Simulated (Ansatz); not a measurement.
## Sc: field gradients at two levels of theory

Cell: a structure deposited in the COD, whose atoms a relaxation with PBE at fixed cell left in place.

```yaml
crystal:
  lattice:
    - [3.30900, 0.00000, 0.00000]
    - [-1.65450, 2.86568, 0.00000]
    - [0.00000, 0.00000, 5.27330]
  atoms:
    - { symbol: Sc, position: [0.33333, 0.66667, 0.25000] }
    - { symbol: Sc, position: [0.66667, 0.33333, 0.75000] }
```

Sites (sets of like atoms) are named by element and the number of their first atom in this list.

First run. Method: Kohn–Sham DFT in Ansatz, PBE, plane waves and PAW, scalar-relativistic, 420 eV cutoff, Γ-centred 11×11×6 k-points, Fermi–Dirac smearing 0.05 eV.

| site | atom | V_zz (10²¹ V/m²) | η |
| --- | --- | --- | --- |
| Sc | 1 | 0.89 | 0.00 |

Second run. The same atoms and settings, except that the functional is r2SCAN and the cutoff is 500 eV.

Q: Given the first result, estimate the second.

A: 

```
site  atom  V_zz     η  change of V_zz
  Sc     1  0.80  0.00           -0.09
```

The largest change of V_zz is on Sc, from 0.89 to 0.80.

The run finds no gap above 0.1 eV (a metal, or nearly one), so the gradients can move by 10 % or more with the k-mesh.
